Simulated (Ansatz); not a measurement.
Data:

SnS2:
```xyz
6
Lattice="-2.8918 2.8918 4.9764 2.8918 -2.8918 4.9764 2.8918 2.8918 -4.9764" Properties=species:S:1:pos:R:3 pbc="T T T"
Sn     0.0000     2.8918     2.4882
Sn     0.0000     0.0000     0.0000
S      1.4154     1.4459     6.2205
S      1.4459    -1.4154     3.7323
S      1.4764     1.4459     1.2441
S      1.4459     4.3071    -1.2441
```

This is the PBEsol-relaxed structure. x, y and z are the axes in which the lattice vectors are written.

Question: All from PBEsol in the plane-wave PAW code Ansatz, unless another level is named. Estimate the Debye temperature from the elastic constants.

Answer: 151 K.

Question: Give the piezoelectric stress constants (proper, relaxed ions, C/m²).

Answer: e14 = e25 = -0.06, e36 = 0.21.

Space group I-42d. The first step of the workflow began from a Materials Project structure, measured or hypothetical; the Crystallography Open Database copy checked does not list it. It is not the phase usual at ambient conditions (space group No. 164). The PBEsol relaxation kept the symmetry of its start; its stability against distortions is not shown here. Spin–orbit coupling is left out wherever it is not named.

Potentials: the later of the program's two PAW sets.
